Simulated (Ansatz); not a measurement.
Values for one crystal, relaxed and computed with plane-wave PAW PBEsol (Ansatz code); other levels are named.

| Property | Value |
|---|---|
| Volume per atom | 16.26 Å³ |
| Electronic character | metallic (no gap) |
| Density of states at the Fermi level | 1.3 states/eV per atom (mean over ±0.08 eV) |
| Formation energy from the elements (no fitted shifts) | -0.48 eV/atom |

Problem. Which of these materials gives this?
A) Ti3Ge, I-4 (Ti on 8g, Ti on 8g, Ti on 8g, Ge on 8g)
B) TiSi, Pnma (Ti on 4c, Si on 4c)
C) Hf3Ge, P4_2/n (Hf on 8g, Hf on 8g, Hf on 8g, Ge on 8g)
D) Ti2C, R-3m (Ti on 6c, C on 3b)

Solution. A, Ti3Ge, I-4 (Ti on 8g, Ti on 8g, Ti on 8g, Ge on 8g)

The first step of the workflow began from a Materials Project structure, measured or hypothetical; the Crystallography Open Database copy checked does not list it. Whether it is the stable phase at ambient conditions was not checked. The cell was relaxed with PBEsol under the symmetry of its start; whether a distortion lowers the energy is not shown. No spin polarisation was allowed. The references are the lowest solids computed at this level, not always the standard phases. Scalar-relativistic: spin–orbit coupling is off unless named, which matters more the heavier the elements.

Potentials: the later of the program's two PAW sets.
